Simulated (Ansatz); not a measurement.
## Computed properties of Mg4Te3S

Mg$_{4}$Te$_{3}$S:
```
CELL_PARAMETERS angstrom
      4.42764     0.00000     0.00000
      0.00000     8.91760     0.00000
      0.00000     0.00000     6.20212
ATOMIC_POSITIONS crystal
  Mg 0.00000 0.27369 0.98172
  Mg 0.00000 0.72631 0.98172
  Mg 0.50000 0.00000 0.48512
  Mg 0.50000 0.50000 0.54617
  Te 0.50000 0.26420 0.25107
  Te 0.50000 0.73580 0.25107
  Te 0.00000 0.00000 0.75459
  S  0.00000 0.50000 0.74853
```

Space group Pmm2 (No. 25); conventional cell a = 4.428 Å, b = 8.918 Å, c = 6.202 Å, α = 90.00°, β = 90.00°, γ = 90.00°.

Method: r²SCAN in the plane-wave PAW code Ansatz. Geometry: relaxed at this level of theory. Other levels are named where they apply.

Cell and energy:

- Volume per atom: 30.61 Å³
- Density: 3.47 g/cm³
- Formation energy from the elements (no fitted shifts): -1.18 eV/atom

Electronic structure:

- Band gap: 2.38 eV (indirect)
- Valence-band maximum: at Y (k = 0.000, 0.500, 0.000 in fractions of the reciprocal vectors)
- Conduction-band minimum: at Γ
- Smallest direct gap on the standard path: 2.46 eV
- Electron effective mass: 0.25, 0.28, 0.28 mₑ (principal values)
- Hole effective mass: 0.28, 1.4, 2.9 mₑ (principal values)
- HSE06 gap on the r²SCAN cell: 2.65 eV
- Gap with spin–orbit coupling: 2.29 eV

Mechanics:

- Bulk modulus (Birch–Murnaghan fit): 412 kbar
- Pressure derivative B′: 4.0
- Elastic constants (relaxed ions, GPa): C11 = 66.6, C22 = 69.0, C33 = 50.3, C12 = 22.7, C13 = 34.8, C23 = 36.0, C44 = 21.5, C55 = 21.4, C66 = 9.6
- Mechanical stability: stable (all eigenvalues of C positive)
- Hill bulk and shear moduli: 41.4 and 15.2 GPa
- Young's modulus: 40.7 GPa
- Poisson's ratio: 0.34
- Debye temperature from the elastic constants: 224 K
- Piezoelectric stress constants (proper, relaxed ions, C/m²): e15 = e31 = 0.15, e24 = e32 = -0.16

Phonons:

- Highest zone-centre frequency (without LO–TO term) = 320 cm^-1
- Zone-centre stability = no imaginary mode at Γ

Charges:

* **Bader charges**: Mg +1.60 to +1.65, Te -1.60, S -1.70 e

The workflow started from a Materials Project entry (that database holds measured and hypothetical structures alike); the Crystallography Open Database copy checked does not list it. Whether it is the stable phase at ambient conditions was not checked. Symmetry was held in the r²SCAN relaxation. Signs of piezoelectric constants follow the polarity of the cell as given. The references are the lowest solids computed at this level, not always the standard phases. Spin–orbit coupling is left out wherever it is not named.

Potentials: the later of the program's two PAW sets.
